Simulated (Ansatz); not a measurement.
A geometry of ScIr away from equilibrium: the start of the relaxation of a generated trial cell of ScIr in the AFLOW prototype AB_cP8_198_a_a (B20, as in FeSi). Calculation: PBE (plane waves to 420 eV, PAW, scalar-relativistic; Ansatz, a first-principles code). Γ-centred k-mesh 7×7×7 on the run's cell (coarser than for final values), Fermi–Dirac smearing 0.05 eV.

```xyz
8
Lattice="5.1089 0.0000 0.0000 0.0000 5.1089 0.0000 0.0000 0.0000 5.1089" Properties=species:S:1:pos:R:3 pbc="T T T"
Sc     0.6975     0.6975     0.6975
Sc     3.2519     1.8570     4.4114
Sc     4.4114     3.2519     1.8570
Sc     1.8570     4.4114     3.2519
Ir     4.3037     4.3037     4.3037
Ir     1.7493     3.3596     0.8052
Ir     0.8052     1.7493     3.3596
Ir     3.3596     0.8052     1.7493
```

Q: What forces act on the atoms (eV/Å)?

A: 
```json
[
 {"atom": "Sc1", "Fx": "0.77", "Fy": "0.77", "Fz": "0.77"},
 {"atom": "Sc2", "Fx": "0.77", "Fy": "-0.77", "Fz": "-0.77"},
 {"atom": "Sc3", "Fx": "-0.77", "Fy": "0.77", "Fz": "-0.77"},
 {"atom": "Sc4", "Fx": "-0.77", "Fy": "-0.77", "Fz": "0.77"},
 {"atom": "Ir5", "Fx": "0.22", "Fy": "0.22", "Fz": "0.22"},
 {"atom": "Ir6", "Fx": "0.22", "Fy": "-0.22", "Fz": "-0.22"},
 {"atom": "Ir7", "Fx": "-0.22", "Fy": "0.22", "Fz": "-0.22"},
 {"atom": "Ir8", "Fx": "-0.22", "Fy": "-0.22", "Fz": "0.22"}
]
```

Q: What is the pressure?

A: +8.7 GPa, compression positive.

No spin polarisation in the result.

The run could not lose the symmetry of its start, so the end can be a saddle point.

The end of the path is a generated cell of ScIr: the first start was made by placing the elements on the sites of a structure type, and the end was not matched to a known phase here, so it may be hypothetical.
